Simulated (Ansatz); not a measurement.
Ta$_{4}$C$_{3}$ in space group R-3m (No. 166; Ta on 6c, C on 6c, Ta on 6c, C on 3a) at seven volumes, the program Ansatz at the PBEsol level (PAW), shape and atoms relaxed at each. One row is withheld.

```json
[
 {"V (Å³/atom)": "11.007", "P (GPa)": "35.04"},
 {"V (Å³/atom)": "11.370", "P (GPa)": "21.48"},
 {"V (Å³/atom)": "11.733", "P (GPa)": "9.89"},
 {"V (Å³/atom)": "12.096", "P (GPa)": "0.00"},
 {"V (Å³/atom)": "12.459", "P (GPa)": "-8.42"},
 {"V (Å³/atom)": "12.822", "P (GPa)": "-15.56"},
 {"V (Å³/atom)": "13.184", "P (GPa)": "?"}
]
```

Problem. Fit the shown pressures and predict the withheld one.

Solution. Third-order Birch–Murnaghan: P = (3/2)B₀(x^(7/2) − x^(5/2))[1 + (3/4)(B′ − 4)(x − 1)] with x = (V₀/V)^(2/3). Least squares on the six rows gives V₀ = 12.097 Å³/atom, B₀ = 303.1 GPa, B′ = 4.29. At V = 13.184, x = 0.9442 and P = -21.69 GPa. The run itself gave -21.59 GPa.

The start of the workflow was typed in or built on a structure type; neither database checked (COD, Materials Project) lists it. Its standing as an ambient phase is unchecked. The PBEsol relaxation kept the symmetry of its start; whether a distortion lowers the energy is not shown. No spin polarisation was allowed. Scalar-relativistic: spin–orbit coupling is off unless named, which matters more the heavier the elements.

Potentials: the earlier of the program's two PAW sets. The files were generated under PBE; for other functionals the program regenerates the frozen cores, and for LDA and PBEsol the local potential too.
